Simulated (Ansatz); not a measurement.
## YCu: course of a relaxation

Level of theory: DFT PBEsol, scalar-relativistic, plane waves, PAW in Ansatz. Run with 420 eV cutoff, 12×12×12 k-mesh, Gaussian smearing of 0.10 eV, no spin polarisation.

What was changed: biaxial strain in the a-b plane, c and atoms relaxed: -4.0 %.

Command:

```bash
ansatz run input.yaml --threads 1 --pin off --max-ram 1331MiB --backend cpu --events-out ev --progress --plain --runs-dir out
```

Input:

```yaml
crystal:
  lattice:
    - [3.2874562157, 0.0, 0.0]
    - [0.0, 3.2874562157, 0.0]
    - [0.0, 0.0, 3.5066199634]
  atoms:
    - { symbol: "Y", position: [0.0, 0.0, 0.0] }
    - { symbol: Cu, position: [0.5, 0.5, 0.5] }
basis:
  ecutwfc: 420
kpoints:
  mp_grid: { grid: [12, 12, 12] }
hamiltonian:
  xc: pbesol
scf:
  occupations: { method: gaussian, width: 0.1 }
output:
  forces: true
  stress: true
  eigenvalues: true
relax:
  adjacent_minimum: "off"
  f_tol: 0.008
  max_steps: 40
  cell: { stress_tol: 0.015, fix: [a, b, gamma] }
```

F is the free energy. Steps run on the plane waves of an earlier cell, but the last one, and at times one on the way, on a freshly chosen basis, so a repeated geometry can differ a little in energy. The held parts of the cell keep their stress, so P needn't end at zero.

Steps:

| step | F − F(1) (eV) | largest force component (eV/Å) | V (Å³/atom) | P (GPa) |
| --- | --- | --- | --- | --- |
| 1 | 0.0000 | 0.000 | 18.949 | 5.08 |
| 2 | -0.0027 | 0.000 | 19.389 | 2.90 |
| 3 | -0.0037 | 0.000 | 19.242 | 3.60 |
| 4 | -0.0037 | 0.000 | 19.238 | 3.62 |
| 5 | -0.0038 | 0.000 | 19.238 | 3.62 |

Relaxed structure:

```cif
data_structure
_symmetry_space_group_name_H-M 'P 1'
_symmetry_Int_Tables_number 1
_cell_length_a 3.2875
_cell_length_b 3.2875
_cell_length_c 3.5602
_cell_angle_alpha 90.000
_cell_angle_beta 90.000
_cell_angle_gamma 90.000
_cell_volume 38.48
loop_
_atom_site_label
_atom_site_type_symbol
_atom_site_fract_x
_atom_site_fract_y
_atom_site_fract_z
_atom_site_occupancy
Y1 Y 0.00000 0.00000 0.00000 1
Cu1 Cu 0.50000 0.50000 0.50000 1
```

The structure is tetragonal, space group P4/mmm (No. 123). Conventional cell: a = 3.287 Å, b = 3.287 Å, c = 3.560 Å, α = 90.00°, β = 90.00°, γ = 90.00°. Around Y (site symmetry 4/mmm) lie 8 Cu at 2.93 Å and 4 Y at 3.29 Å. Around Cu (site symmetry 4/mmm) lie 8 Y at 2.93 Å and 4 Cu at 3.29 Å.

The run converged. The run took of the order of 30 core-seconds.